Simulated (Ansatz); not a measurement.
Li4H4Rh:
```yaml
crystal:
  lattice:
    - [-3.07134, 3.07134, 1.97731]
    - [3.07134, -3.07134, 1.97731]
    - [3.07134, 3.07134, -1.97731]
  atoms:
    - { symbol: Li, position: [0.78176, 0.38767, 0.16944] }
    - { symbol: Li, position: [0.61233, 0.78176, 0.39409] }
    - { symbol: Li, position: [0.21824, 0.61233, 0.83056] }
    - { symbol: Li, position: [0.38767, 0.21824, 0.60591] }
    - { symbol: H, position: [0.73272, 0.06746, 0.80018] }
    - { symbol: H, position: [0.93254, 0.73272, 0.66526] }
    - { symbol: H, position: [0.26728, 0.93254, 0.19982] }
    - { symbol: H, position: [0.06746, 0.26728, 0.33474] }
    - { symbol: Rh, position: [0.00000, 0.00000, 0.00000] }
```

Relaxed with LDA. Special points in fractions of this cell's reciprocal vectors: Γ (0.000, 0.000, 0.000); X (0.000, 0.000, 0.500); M (-0.500, 0.500, 0.500); Z (0.354, 0.354, -0.354); Z0 (-0.354, 0.646, 0.354); P (0.250, 0.250, 0.250); N (0.000, 0.500, 0.000).

List the band energies nearest the Fermi level at these points for DFT-LDA in the program Ansatz with PAW potentials.

In eV from the Fermi level; about four levels below and three above (degenerate sets whole), none deeper than 8.9 eV; points with the same levels are listed once.

| k | below | above |
|---|---|---|
| Γ | -3.45 -3.14 -2.59 -2.59 | 1.11 1.62 4.68 4.68 |
| X | -3.15 -3.04 -2.70 -2.22 | 1.08 2.13 2.70 |
| M | -2.91 -2.26 -2.26 -0.96 | 0.61 3.59 5.62 5.62 |
| Z | -2.44 -2.44 -2.33 -0.79 -0.52 | 5.26 5.26 5.75 |
| P | -2.58 -2.58 -1.32 -0.99 | 3.04 3.63 3.63 |
| N | -2.77 -2.70 -1.33 -0.40 | 0.55 3.53 3.96 |

Space group I4/m. The workflow started from an entry of the Crystallography Open Database (COD). Its standing as an ambient phase is unchecked. The LDA relaxation kept the symmetry of its start; of distortions, only those at the zone centre were tested. The run is not spin-polarised. Spin–orbit coupling is left out wherever it is not named.

Potentials: the later of the program's two PAW sets.
